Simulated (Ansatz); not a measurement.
NiSb₂ in space group Pnnm (No. 58; Ni on 2a, Sb on 4g), the program Ansatz at the PBE level (PAW), all energies at zero smearing, with the estimated change up to a 700 eV cutoff added, with one set of potentials and settings (totals compare only within such a set). Cell of 6 atoms (2 Ni, 4 Sb): -37618.566 eV.

```
element                             reference phase  E (eV/atom)
-------  ------------------------------------------  -----------
Ni       Fm-3m, 1 atoms in the cell, spin-polarised   -5839.7239
Sb                        R-3m, 2 atoms in the cell   -6484.4916
```

Formation energy per atom, worked out: (-37618.566 − 2×(-5839.7239) − 4×(-6484.4916))/6 = -0.192 eV/atom (-19 kJ per mol of atoms), at 0 K, without zero-point energy or fitted corrections.

The first step of the workflow began from a Materials Project structure, measured or hypothetical; the Crystallography Open Database files this formula in space group No. 58, but the cells were not matched. Whether it is the stable phase at ambient conditions was not checked. Symmetry was held in the PBE relaxation; its stability against distortions is not shown here. No spin polarisation was allowed. The references are the lowest solids computed at this level, not always the standard phases. Scalar-relativistic: spin–orbit coupling is off unless named, which matters more the heavier the elements.

Potentials: the later of the program's two PAW sets.
